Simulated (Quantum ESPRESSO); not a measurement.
## Kohn-Sham bands of BaF₂ (fluorite)

```xyz
3
Lattice="0.0000 3.1129 3.1129 3.1129 0.0000 3.1129 3.1129 3.1129 0.0000" Properties=species:S:1:pos:R:3 pbc="T T T"
Ba     0.0000     0.0000     0.0000
F      1.5564     1.5564     1.5564
F     -1.5564    -1.5564    -1.5564
```

Structure: Materials Project mp-1029, symmetrised, not relaxed again. COD (Crystallography Open Database) has an entry of this formula and space group (matched by these alone). Level: PBEsol, no spin polarisation, no spin-orbit coupling; pw.x of Quantum ESPRESSO at 68 Ry with PseudoDojo potentials, 8×8×8 k-points, Wannier90. Density: 8×8×8 mesh, cold smearing 0.01 Ry. Spin-orbit coupling is left out although heavy elements are present.

Energies are relative to the valence-band maximum; weights are on the orthonormalised atomic waves of the pseudopotential files, averaged over the group. 24 electrons a cell are treated as valence.

Problem. Into which isolated groups do the bands fall, where do they lie and what are they made of?

Solution. 
```csv
bands,from (eV),to (eV),filling,weight on atomic waves
1,-23.00,-22.73,filled,Ba 5s 96 %
2–3,-19.05,-18.70,filled,F 2s 95 %
4–6,-8.24,-7.69,filled,"Ba 5p 94 %, F 2p 5 %"
7–12,-1.50,0.00,filled,F 2p 95 %
```

The Kohn-Sham gap over both meshes and the path is 6.67 eV.
